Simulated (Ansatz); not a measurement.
BaHfO$_{3}$:
```
CELL_PARAMETERS angstrom
      4.20629     0.00000     0.00000
      0.00000     4.20629     0.00000
      0.00000     0.00000     4.20629
ATOMIC_POSITIONS crystal
  Ba 0.00000 0.00000 0.00000
  Hf 0.50000 0.50000 0.50000
  O  0.00000 0.50000 0.50000
  O  0.50000 0.50000 0.00000
  O  0.50000 0.00000 0.50000
```

Relaxed with PBE. Special points in fractions of this cell's reciprocal vectors: Γ (0.000, 0.000, 0.000); X (0.000, 0.500, 0.000); M (0.500, 0.500, 0.000); R (0.500, 0.500, 0.500).

Problem. List the band energies nearest the valence-band maximum at these points for plane-wave PAW PBE (Ansatz code).

Solution. In eV from the valence-band maximum; about four levels below and three above (degenerate sets whole), none deeper than 8.9 eV; points with the same levels are listed once.

```
k                                below           above
-  -----------------------------------  --------------
Γ  -0.92 -0.92 -0.92 -0.14 -0.14 -0.14  3.62 3.62 3.62
X        -1.67 -1.67 -1.55 -0.44 -0.44  4.07 6.25 6.25
M              -0.98 -0.87 -0.87 -0.05  6.17 6.17 6.54
R     -2.45 -2.45 -2.45 0.00 0.00 0.00  6.04 6.04 6.04
```

Space group Pm-3m (cubic perovskite). Symmetry was held in the PBE relaxation; phonons on a q-mesh show no instability. No spin polarisation was allowed. Scalar-relativistic: spin–orbit coupling is off unless named, which matters more the heavier the elements.

Potentials: the later of the program's two PAW sets.
